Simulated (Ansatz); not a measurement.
KI:
```cif
data_IK
_chemical_formula_sum 'K1 I1'
_space_group_name_H-M_alt 'P 1'
_space_group_IT_number 1
_cell_length_a 5.01506
_cell_length_b 5.01506
_cell_length_c 5.01506
_cell_angle_alpha 60.000
_cell_angle_beta 60.000
_cell_angle_gamma 60.000
loop_
_space_group_symop_operation_xyz
  'x, y, z'
loop_
_atom_site_label
_atom_site_type_symbol
_atom_site_fract_x
_atom_site_fract_y
_atom_site_fract_z
_atom_site_occupancy
K1 K 0.00000 0.00000 0.00000 1
I1 I 0.50000 0.50000 0.50000 1
```

Relaxed with r²SCAN.

Q: Tabulate the valence density and the electron localisation function along the shortest K–I contact (3.55 Å), r²SCAN (plane waves, PAW; program Ansatz).

A: 

```csv
distance from K (Å),density (e/Å³),ELF
0.35,3.97,0.78
0.53,2.98,0.87
0.71,1.70,0.88
0.89,0.77,0.82
1.06,0.31,0.61
1.24,0.13,0.17
1.42,0.07,0.03
1.60,0.06,0.04
1.77,0.08,0.26
1.95,0.13,0.65
2.13,0.22,0.78
2.31,0.36,0.78
2.48,0.59,0.71
2.66,0.92,0.64
2.84,1.83,0.55
3.01,5.89,0.35
3.19,12.36,0.17
```

The density is the valence pseudo-density with augmentation charge, so density and ELF within about 1 Å of a nucleus are not all-electron values.

Space group Fm-3m (rock salt). Symmetry was held in the r²SCAN relaxation. Scalar-relativistic: spin–orbit coupling is off unless named, which matters more the heavier the elements.

Potentials: the later of the program's two PAW sets.
